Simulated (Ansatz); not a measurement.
Given:

Hf$_{3}$Si:
```cif
data_Hf12Si4
_chemical_formula_sum 'Si4 Hf12'
_space_group_name_H-M_alt 'Fm-3m'
_space_group_IT_number 225
_space_group_name_Hall '-F 4 2 3'
_cell_length_a 6.77009
_cell_length_b 6.77009
_cell_length_c 6.77009
_cell_angle_alpha 90.000
_cell_angle_beta 90.000
_cell_angle_gamma 90.000
loop_
_atom_site_label
_atom_site_type_symbol
_atom_site_symmetry_multiplicity
_atom_site_Wyckoff_symbol
_atom_site_fract_x
_atom_site_fract_y
_atom_site_fract_z
_atom_site_occupancy
Si1 Si 4 a 0.00000 0.00000 0.00000 1
Hf1 Hf 4 b 0.50000 0.50000 0.50000 1
Hf2 Hf 8 c 0.25000 0.25000 0.25000 1
```
(The calculation used a cell of 4 atoms; values per cell refer to that cell.)

This is the PBE-relaxed structure.

All from PBE (plane waves, PAW; program Ansatz), unless another level is named. Predict the electronic character.

metallic (no gap).

What about the formation energy from the elements (no fitted shifts)?

-0.004 eV/atom.

Predict the density of states at the Fermi level.

2.0 states/eV per atom (mean over ±0.08 eV).

The cell is a constructed one: a structure type filled with these elements; neither database checked (COD, Materials Project) lists it. Whether it is the stable phase at ambient conditions was not checked. The PBE relaxation kept the symmetry of its start; its stability against distortions is not shown here. No spin polarisation was allowed. The references are the lowest solids computed at this level, not always the standard phases. Scalar-relativistic: spin–orbit coupling is off unless named, which matters more the heavier the elements.

Potentials: the later of the program's two PAW sets.
